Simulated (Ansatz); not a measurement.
Be (hcp, Mg type)

```
CELL_PARAMETERS angstrom
      2.26315     0.00000     0.00000
     -1.13157     1.95994     0.00000
      0.00000     0.00000     3.56313
ATOMIC_POSITIONS crystal
  Be 0.33333 0.66667 0.75000
  Be 0.66667 0.33333 0.25000
```

The slice is a (1 -1 0 0) plane (indices of the conventional cell) through the point (0.333, 0.667, 0.750) (fractional), spanned by u = [110] and v = [001] in vectors of this cell: u (2.26 Å) and v (3.56 Å, at 90° to u). It covers one period; positions are fractions (u, v).

All values below come from r2SCAN (plane waves to 500 eV, PAW, scalar-relativistic; Ansatz, a program for electronic structure). k mesh 23×23×13. Near the nuclei the fields are pseudised (PAW); where an atom keeps semicore shells as valence, they peak there. Be was relaxed with its symmetry unable to fall. The PAW data are Ansatz's earlier set.

### Question
What is the valence density on the shortest Be–Be line in this plane (2.26 Å), at its midpoint?

### Answer
0.26 e/Å³.

### Question
The ELF has a maximum in the middle third of the Be–Be line. Where, and how high?

### Answer
0.62, 1.1 Å from Be.

### Question
Predict the map of the valence electron density on the slice.

### Answer
```
|112244668888999999999999998888664422|
|444466778888999999999999998888776644|
|666677888899999999999999999988887766|
|888888889999999999999999999999888888|
|999999999999999999889999999999999999|
|999999999999999988888899999999999999|
|999999999999999988888899999999999999|
|999999999999999988888899999999999999|
|999999999999999988888899999999999999|
|999999999999999988888899999999999999|
|999999999999998888888888999999999999|
|999999999999998888888888999999999999|
|999999999999998888888888999999999999|
|999999999999998888888888999999999999|
|999999999999998888888888999999999999|
|999999999999998888888888999999999999|
|999999999999998888888888999999999999|
|999999999999999988888899999999999999|
|999999999999999988888899999999999999|
|999999999999999988888899999999999999|
|999999999999999988888899999999999999|
|999999999999999988888899999999999999|
|999999999999999999889999999999999999|
|888888889999999999999999999999888888|
|666677888899999999999999999988887766|
|444466778888999999999999998888776644|
|112244668888999999999999998888664422|
|001133667788999999999999998877663311|
```
Scale: ten equal steps from -1.17 (start of '0') to -0.53 (end of '9'), in the order '0123456789'. Values: log₁₀ of the valence density in e/Å³. The map has 18 points along u (two characters each, u = 0 at the left) and 28 along v (v = 0 in the bottom row). The scale is logarithmic, as a density can span decades between atoms and voids.
